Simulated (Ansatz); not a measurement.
**NiBi: do energies and stresses tell the same story?**

All numbers below come from DFT PBEsol, scalar-relativistic, plane waves, PAW in Ansatz.

Settings: cutoff 420 eV, Γ-centred mesh 12×12×10 on the computed 4-atom cell, Gaussian smearing of 0.10 eV; no spin polarisation.

Relaxed cell: Cmcm, a = 3.688 Å, b = 9.950 Å, c = 3.979 Å, α = 90.00°, β = 90.00°, γ = 90.00°, 4 atoms in the primitive cell.

Energies at zero smearing and pressures from the stress tensor, at volumes with shape and atoms relaxed:
| V (Å³/atom) | E − E(first) (meV/atom) | P (GPa) |
| --- | --- | --- |
| 16.062 | 0.00 | 18.57 |
| 16.610 | -52.82 | 12.58 |
| 17.158 | -86.90 | 7.58 |
| 17.705 | -105.38 | 3.44 |
| 18.253 | -110.93 | 0.00 |
| 18.800 | -105.80 | -2.83 |
| 19.348 | -91.94 | -5.13 |
| 20.078 | -62.98 | -7.39 |

Task: Check P = −dE/dV between neighbouring volumes, and get the bulk modulus from the pressures alone.

Result: With 1 eV/Å³ = 160.2 GPa:
```
middle V (Å³/atom)  −ΔE/ΔV (GPa) mean P (GPa)
            16.336        15.455        15.571
            16.884         9.970        10.080
            17.431         5.408         5.510
            17.979         1.625         1.719
            18.527        -1.502        -1.414
            19.074        -4.056        -3.977
            19.713        -6.355        -6.260
```

The two differ by 0.12 GPa at most. The mean of two end pressures misses the average over a step by about ΔV² P″/12, up to 0.09 GPa here; with that taken off 0.04 GPa remains. The stress is the derivative of the free energy, not of the energy at zero smearing, and with free energies 0.00 GPa remains. Around V = 18.253 Å³/atom, the two neighbours give B = −V ΔP/ΔV = 18.253 × 6.27 / 1.095 = 104.4 GPa, against B0 = 103.0 GPa from the Birch–Murnaghan fit of the energies.

Spin-orbit coupling is left out, which matters for the bands of heavy elements.

A ferromagnetic start lost its moments in a first run, so spin was left out; other magnetic orders weren't tried.

Cost: 9 runs of about 33 core-minutes in all, on Arm Neoverse V1 (shared hosts).